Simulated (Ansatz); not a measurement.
Input and command of a plane-wave DFT calculation in Ansatz:

```yaml
crystal:
  lattice:
    - [3.1442, 0.0, 0.0]
    - [0.0, 3.16, 0.0]
    - [0.0, 0.0, 3.16]
  atoms:
    - { symbol: Sb, position: [0.0, 0.0, 0.0] }
basis:
  ecutwfc: 500
kpoints:
  mp_grid: { grid: [16, 16, 16] }
hamiltonian:
  xc: r2scan
scf:
  occupations: { method: gaussian, width: 0.15 }
output:
  forces: true
  stress: true
  eigenvalues: true
```

```bash
ansatz run input.yaml --threads 1 --pin off --max-ram 2560MiB --backend cpu --events-out ev --progress --plain --runs-dir out
```

Processor: Oxide Virtual Turin-like Processor (Zen 5), 1 thread, on a host shared with other jobs.

Estimate time, memory and problem size.

About 12 s on 1 thread of Oxide Virtual Turin-like Processor (Zen 5), on a shared host, peak memory 0.55 GiB. It solves 12 bands at 405 k points (the mesh reduced by symmetry) with about 791 plane waves, in 6 SCF iterations.
